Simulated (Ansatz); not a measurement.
Nb2PdS6 in space group C2/m (No. 12; Pearson symbol mS18), the program Ansatz at the PBE level (PAW), all energies at zero smearing, with the estimated change up to a 700 eV cutoff added, with one set of potentials and settings (totals compare only within such a set). Cell of 9 atoms (2 Nb, 1 Pd, 6 S): -21497.336 eV.

```json
[
 {"element": "Nb", "reference phase": "Im-3m, 1 atoms in the cell", "E (eV/atom)": "-4552.2836"},
 {"element": "Pd", "reference phase": "Fm-3m, 1 atoms in the cell", "E (eV/atom)": "-6972.8544"},
 {"element": "S", "reference phase": "Fddd, 32 atoms in the cell", "E (eV/atom)": "-902.0599"}
]
```

Formation energy per atom, worked out: (-21497.336 − 2×(-4552.2836) − 1×(-6972.8544) − 6×(-902.0599))/9 = -0.839 eV/atom (-81 kJ per mol of atoms), at 0 K, without zero-point energy or fitted corrections.

The workflow started from a Materials Project entry (that database holds measured and hypothetical structures alike); the Crystallography Open Database copy checked does not list it. Whether it is the stable phase at ambient conditions was not checked. The PBE relaxation kept the symmetry of its start; its stability against distortions is not shown here. The run is not spin-polarised. A crystal of weakly bound layers computed without a dispersion correction: the cell and the soft elastic constants depend strongly on that. The references are the lowest solids computed at this level, not always the standard phases.

Potentials: the later of the program's two PAW sets.
